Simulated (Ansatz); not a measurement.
### Question
Free-standing sheets of HfGe2N4, MA2Z4 (octahedral core, outer Z over the far inner Z)-type layer and VAs4Si2, MA2Z4 (prismatic core, outer Z over the empty site)-type layer are relaxed with plane-wave PAW r²SCAN+D4 (Ansatz code). Aligned at the vacuum level, what band offsets and what type of junction result?

### Answer
HfGe2N4: VBM -6.55, CBM -4.78 eV; VAs4Si2: VBM -5.31, CBM -5.16 eV. Valence offset 1.24 eV (VAs4Si2 higher), conduction offset 0.38 eV (VAs4Si2 lower): type I (straddling).

Mismatch of the primitive lattice constants: 3.133 against 3.613 Å, 13.3 %.

Natural alignment of Kohn–Sham levels: no interface dipole, strain or quasiparticle shift.

Spin orders computed, not proven ground states: VAs4Si2, MA2Z4 (prismatic core, outer Z over the empty site)-type layer ferromagnetic. All cells were relaxed under the symmetry of their starts (and spin orders); stability against distortions was not tested throughout. Rows with no word on spin ran without spin polarisation. Spin–orbit coupling is left out wherever it is not named. Constructed layers (a layer type filled with these elements): HfGe2N4, MA2Z4 (octahedral core, outer Z over the far inner Z)-type layer; VAs4Si2, MA2Z4 (prismatic core, outer Z over the empty site)-type layer.

Potentials: the later of the program's two PAW sets.

Edges and masses are those of Kohn–Sham bands, whose gap is no quasiparticle gap.
